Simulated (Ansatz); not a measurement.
HfSiO₄:
```xyz
12
Lattice="-3.3233 3.3233 3.0074 3.3233 -3.3233 3.0074 3.3233 3.3233 -3.0074" Properties=species:S:1:pos:R:3 pbc="T T T"
Hf     0.0000     0.0000     0.0000
Hf     0.0000     3.3233     1.5037
Si     3.3233     0.0000     1.5037
Si     0.0000     0.0000     3.0074
O      3.3233     2.0991    -1.0892
O      4.5474     0.0000     0.4145
O      0.0000     1.2242     1.9182
O      2.0991     0.0000     0.4145
O      3.3233     1.2242     2.5929
O      1.2242     0.0000     4.0966
O      3.3233    -1.2242     2.5929
O      2.0991     3.3233     1.0892
```

Relaxed with PBE. Special points in fractions of this cell's reciprocal vectors: Γ (0.000, 0.000, 0.000); X (0.000, 0.000, 0.500); M (-0.500, 0.500, 0.500); Z (0.455, 0.455, -0.455); Z0 (-0.455, 0.545, 0.455); P (0.250, 0.250, 0.250); N (0.000, 0.500, 0.000).

Q: List the band energies nearest the valence-band maximum at these points for the program Ansatz at the PBE with spin–orbit coupling level (PAW).

A: In eV from the valence-band maximum; about four levels below and three above (degenerate sets whole), none deeper than 8.9 eV; points with the same levels are listed once.

| k | below | above |
|---|---|---|
| Γ | -0.52 -0.52 -0.52 -0.52 0.00 0.00 | 5.65 5.65 5.87 5.87 |
| X | -0.56 -0.56 -0.56 -0.56 | 5.32 5.32 5.32 5.32 |
| M | -0.87 -0.87 -0.87 -0.87 | 6.01 6.01 6.01 6.01 |
| Z | -0.81 -0.81 -0.80 -0.80 | 5.96 5.96 6.05 6.05 |
| P | -0.47 -0.47 -0.47 -0.47 | 5.31 5.31 5.34 5.34 |
| N | -0.24 -0.24 -0.21 -0.21 | 5.55 5.55 5.69 5.69 |

Space group I4_1/amd. Symmetry was held in the PBE relaxation. The run is not spin-polarised.

Potentials: the earlier of the program's two PAW sets.
